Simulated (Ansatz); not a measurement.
The relaxed structure here is a generated cell of BN: the first start was made by placing the elements on the sites of a structure type, and the end was not matched to a known phase here, so it may be hypothetical. Known forms of BN include space group No. 186, 194, 216.

A relaxed structure of BN. Space group P6₂22 (No. 180). The numbers are results of r2SCAN (plane waves to 500 eV, PAW, scalar-relativistic; Ansatz, an electronic-structure program), not measurements.

Space group P6₂22 (No. 180); a = b = 2.600 Å, c = 5.821 Å, α = β = 90.00°, γ = 120.00°

```
atom  site  symmetry       x       y       z
----  ----  --------  ------  ------  ------
B       3d       222  0.5000  0.0000  0.5000
N       3c       222  0.5000  0.0000  0.0000
```

Question: Predict the band gap from r2SCAN.

Answer: 4.24 eV, indirect (valence top at Γ, conduction bottom at M) (no spin-orbit coupling).

Question: Predict the smallest direct gap from r2SCAN.

Answer: 6.89 eV at M.

No spin polarisation in the result.

The run could not lose the symmetry of its start; a randomly shaken copy of 12 atoms returns to this structure.
